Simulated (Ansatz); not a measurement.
Here is an unrelaxed guess for Al₂GaAs₃.

```cif
data_structure
_symmetry_space_group_name_H-M 'I-4m2'
_symmetry_Int_Tables_number 119
_cell_length_a 3.8536
_cell_length_b 3.8536
_cell_length_c 16.3496
_cell_angle_alpha 90.000
_cell_angle_beta 90.000
_cell_angle_gamma 90.000
_cell_volume 242.80
loop_
_atom_site_label
_atom_site_type_symbol
_atom_site_symmetry_multiplicity
_atom_site_Wyckoff_symbol
_atom_site_fract_x
_atom_site_fract_y
_atom_site_fract_z
_atom_site_occupancy
Al1 Al 4 e 0.50000 0.50000 0.16667 1
Ga1 Ga 2 a 0.00000 0.00000 0.00000 1
As1 As 4 f 0.50000 0.00000 0.41667 1
As2 As 2 c 0.00000 0.50000 0.25000 1
```

The calculation used DFT PBE, scalar-relativistic, plane waves, PAW in Ansatz 0.2.0. Plane waves to 420 eV, a k mesh through Γ of 6×6×6 on the computed 6-atom cell and Gaussian smearing (0.10 eV); no spin polarisation.

Formation energies are uncorrected and refer to the elements' standard structures at the same level.

Task: What does a single point on this coarse mesh give?

Result: The pressure is 13.9 GPa (the mean over three directions, positive in compression), the largest force is 0.10 eV/Å, and the energy is −0.31 eV/atom against the elements. The shortest distance is 2.36 Å.

Task: Is it a good guess?

Result: A fair one: relaxing gains about 0.13 eV/atom in 8 ionic steps and ends at −0.440 eV/atom on the finer mesh. The symmetry stays I-4m2 (No. 119). The volume per atom grows by 16.5 %, from 20.2 to 23.6 Å³. The shortest distance goes from 2.36 Å (Al–As and Ga–As) to 2.48 Å (Al–As). Conventional cell: a = 4.056 Å, c = 17.196 Å. Al is surrounded by 4 As at 2.48 Å; Ga is surrounded by 4 As at 2.49 Å; around As on a site of symmetry 2mm lie 2 Al at 2.48 Å and 2 Ga at 2.49 Å; 1 more site not described.

The last run used a 10×10×10 mesh for its 6-atom cell and Gaussian smearing of 0.02 eV. The reference form of As is held partly by dispersion forces, which this level lacks. The relaxation can't lower the symmetry of the start, and the grade says only how near the guess is to its own end. A structure relaxed within its symmetry needn't be a true minimum.
